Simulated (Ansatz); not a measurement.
BaF2 (fluorite)

```
CELL_PARAMETERS angstrom
      0.00000     3.06871     3.06871
      3.06871     0.00000     3.06871
      3.06871     3.06871     0.00000
ATOMIC_POSITIONS crystal
  Ba 0.00000 0.00000 0.00000
  F  0.25000 0.25000 0.25000
  F  0.75000 0.75000 0.75000
```

The slice is a {110} plane (indices of the conventional cell) through the point (0.000, 0.000, 0.000) (fractional), spanned by u = [100] and v = [1 -1 -1] in vectors of this cell: u (4.34 Å) and v (6.14 Å, at 90° to u). It covers one period; positions are fractions (u, v).

Level of theory: PBEsol (plane waves to 420 eV, PAW, scalar-relativistic; Ansatz, a program for electronic structure). k mesh 9×9×9. Near the nuclei the fields are pseudised (PAW); where an atom keeps semicore shells as valence, they peak there. BaF2 was relaxed with its symmetry unable to fall.

### Question
What is the ELF at the density minimum of the shortest Ba–F line in this plane (2.66 Å)?

### Answer
0.1.

### Question
What is the valence density on the shortest Ba–F line in this plane (2.66 Å), at its minimum between the atoms?

### Answer
0.21 e/Å³.

### Question
Predict the map of the valence electron density on the slice.

### Answer
| v \ u | 0.00 | 0.10 | 0.20 | 0.30 | 0.40 | 0.50 | 0.60 | 0.70 | 0.80 | 0.90 |
|---|---|---|---|---|---|---|---|---|---|---|
| 0.96 | -0.4 | 0.1 | 0.0 | -0.6 | -1.1 | -1.1 | -1.1 | -0.6 | 0.0 | 0.1 |
| 0.86 | 0.0 | -0.1 | -0.5 | -0.6 | -0.1 | 0.2 | -0.1 | -0.6 | -0.5 | -0.1 |
| 0.75 | -1.1 | -1.2 | -1.0 | -0.3 | 0.7 | 1.1 | 0.7 | -0.3 | -1.0 | -1.2 |
| 0.64 | -2.1 | -1.9 | -1.5 | -0.8 | -0.1 | 0.2 | -0.1 | -0.8 | -1.5 | -1.9 |
| 0.54 | -2.5 | -2.4 | -2.0 | -1.6 | -1.3 | -1.1 | -1.3 | -1.6 | -2.0 | -2.4 |
| 0.43 | -2.4 | -2.3 | -1.8 | -1.3 | -0.9 | -0.8 | -0.9 | -1.3 | -1.8 | -2.3 |
| 0.32 | -1.8 | -1.7 | -1.3 | -0.6 | 0.3 | 0.7 | 0.3 | -0.6 | -1.3 | -1.7 |
| 0.21 | -0.7 | -0.8 | -0.9 | -0.4 | 0.6 | 1.0 | 0.6 | -0.4 | -0.9 | -0.8 |
| 0.11 | 0.2 | 0.1 | -0.2 | -0.7 | -0.5 | -0.3 | -0.5 | -0.7 | -0.2 | 0.1 |
| 0.00 | -0.7 | 0.0 | 0.0 | -0.6 | -1.2 | -1.3 | -1.2 | -0.6 | 0.0 | 0.0 |

Values: log₁₀ of the valence density in e/Å³. The scale is logarithmic, as a density can span decades between atoms and voids.
